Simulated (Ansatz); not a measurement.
WC (WC type, space group P-6m2)

```yaml
crystal:
  lattice:
    - [2.91216, 0.00000, 0.00000]
    - [-1.45608, 2.52201, 0.00000]
    - [0.00000, 0.00000, 2.83623]
  atoms:
    - { symbol: W, position: [0.00000, 0.00000, 0.00000] }
    - { symbol: C, position: [0.66667, 0.33333, 0.50000] }
```

The slice is a (-1 2 -1 0) plane (indices of the conventional cell) through the point (0.667, 0.333, 0.500) (fractional), spanned by u = [001] and v = [210] in vectors of this cell: u (2.84 Å) and v (5.04 Å, at 90° to u). It covers one period; positions are fractions (u, v).

The numbers are results of r2SCAN (plane waves to 500 eV, PAW, scalar-relativistic; Ansatz, a first-principles code), not measurements. k mesh 18×18×16. These are valence fields of a PAW run, semicore shells included where kept as valence: close to a nucleus they are smooth pseudo fields. Spin-orbit coupling is left out, though W is heavy. WC is run without spin polarisation. WC was relaxed with its symmetry unable to fall.

Three fields on this plane, each scaled to ten steps between its own extremes (0 low, 9 high; the total valence density on a logarithmic scale, the potential cut 8 eV below its top; x marks points blanked near nuclei; v = 0 in the bottom row):

Map A
```
|xxxxx65456xxxx|
|xxxx7655567xxx|
|xxxx7777777xxx|
|xx8889xxx9888x|
|6778xxxxxxx877|
|5679xxxxxxx976|
|557xxxxxxxxx75|
|568xxxxxxxxx86|
|557xxxxxxxxx75|
|5569xxxxxxx965|
|4457xxxxxxx754|
|334569xxx96543|
|22234677764322|
|11123455543211|
|00123444443210|
|00013344433100|
|00123444443210|
|22233445443322|
|44444455544444|
|xx66555555566x|
|xxxx6555556xxx|
|xxxx7654567xxx|
|xxxxx65456xxxx|
|xxxxx65456xxxx|
```

Map B
```
|xxxxx73237xxxx|
|xxxx9521259xxx|
|xxxx5211125xxx|
|xx9533xxx3359x|
|9853xxxxxxx358|
|6424xxxxxxx424|
|432xxxxxxxxx23|
|433xxxxxxxxx33|
|432xxxxxxxxx23|
|4313xxxxxxx313|
|3211xxxxxxx112|
|221013xxx31012|
|11111233321111|
|00012455542100|
|00024689864200|
|00024799974200|
|00024789874200|
|12234678764322|
|65555566655555|
|xx97654445679x|
|xxxx8543458xxx|
|xxxx9632369xxx|
|xxxxx73237xxxx|
|xxxxx73237xxxx|
```

Map C
```
|xxxxx44444xxxx|
|xxxx1211121xxx|
|xxxx0000000xxx|
|xx0000xxx0000x|
|4300xxxxxxx003|
|3100xxxxxxx001|
|200xxxxxxxxx00|
|200xxxxxxxxx00|
|200xxxxxxxxx00|
|4200xxxxxxx002|
|5400xxxxxxx004|
|763000xxx00036|
|87630000000367|
|99875422245789|
|99987766677899|
|99988777778899|
|99987766677899|
|99887655567889|
|77776544456777|
|xx45543334554x|
|xxxx4433344xxx|
|xxxx2444442xxx|
|xxxxx45554xxxx|
|xxxxx45554xxxx|
```

Q: Assign the maps to these fields: electron localisation function (ELF); valence electron density; electrostatic potential energy of an electron, from the cell's mean.

A: A is the valence electron density; B is the electron localisation function (ELF); C is the electrostatic potential energy of an electron, from the cell's mean.
